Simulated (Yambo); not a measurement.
Ba2SrWO6 (space group R-3, No. 148); a = b = c = 6.129 Å, α = β = γ = 60.96°. With the G0W0 scissor the direct gap on the mesh is 4.54 eV. Axes are Cartesian, with cell vectors (Å) (3.11, 1.79, 4.97), (-3.11, 1.79, 4.97), (0.00, -3.59, 4.97).

Problem. Does this run resolve the lowest exciton, and if so, what are its energy and binding? (Yambo, LDA bands; 4×4×4 mesh, 15 valence and 9 conduction bands, static screening with 101 bands and a 3 Ry block, scissor 1.75 eV, Tamm-Dancoff.)

Solution. The mesh holds a bound state, but the numbers are provisional. These are vertical excitations (zero momentum). The lowest state lies at 3.62 eV (dark for light along x), the direct quasiparticle gap on this mesh at 4.54 eV. Its binding energy, counted from that gap, is 0.92 eV; it spreads over about 59 k points of the mesh. Convergence with the mesh was not shown. The first optically allowed state is at 3.96 eV. The scissor comes from a G0W0 run whose convergence isn't established. Spin-orbit coupling is left out, which matters for elements this heavy: edges can move by tenths of an eV.

Geometry of the Materials Project entry, not relaxed at this level.

The structure is a Materials Project entry; no match was found in the copy of COD used, and its stability was not checked.
